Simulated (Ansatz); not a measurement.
# Ionic part of the dielectric constant of K4TeBr2, mode by mode

These are results of Ansatz 0.2.0, DFT PBE, scalar-relativistic, plane waves, PAW, not measurements. Plane waves to 420 eV; Γ-centred k mesh 6×6×6; fixed occupations. No spin polarisation. Phonons by linear response, acoustic sum rule imposed.

Space group Cmmm (No. 65), orthorhombic, a = 6.284 Å, b = 17.121 Å, c = 5.923 Å. K on its first site has 3 Br at 3.27–3.44 Å and 2 Te at 3.64 Å; around K on its second site lie 2 Br at 3.19 Å, 2 Te at 3.64 Å and 1 K at 3.67 Å; around Te lie 8 K at 3.64 Å; Br is surrounded by 5 K at 3.19–3.44 Å and 2 Br at 4.04 Å.

It was reached by relaxing an invented guess, and it needn't be the stable form of this composition. Spin–orbit coupling is left out, which matters for heavy elements. Modes under 40 cm⁻¹ are poorly fixed.

The primitive cell has V = 318.61 Å³ and ε∞,zz = 2.759. Each polar mode adds Δε = (4.92064×10⁷/V)·S/ν² along z, with S its oscillator strength in e²/amu, ν in cm⁻¹ and V in Å³.

**Question.** From these modes, find each Δε and ε0,zz.
| ν (cm⁻¹) | S_zz (e²/amu) |
| --- | --- |
| 57.63 | 0.00142 |
| 93.45 | 0.09343 |
| 140.72 | 0.07713 |

**Answer.**
```json
{"ν (cm⁻¹)": "57.63", "Δε": "0.07"}
{"ν (cm⁻¹)": "93.45", "Δε": "1.65"}
{"ν (cm⁻¹)": "140.72", "Δε": "0.60"}
```

The sum is 2.32, so ε0,zz = 5.08; the run's tensor has 5.08.

**Question.** Where do the longitudinal modes lie for a wave vector along z?

**Answer.** At 57.93, 110.01, 161.32 cm⁻¹. The Lyddane–Sachs–Teller product Π(ν_LO/ν_TO)² = 1.84 agrees with ε0/ε∞ = 1.84.
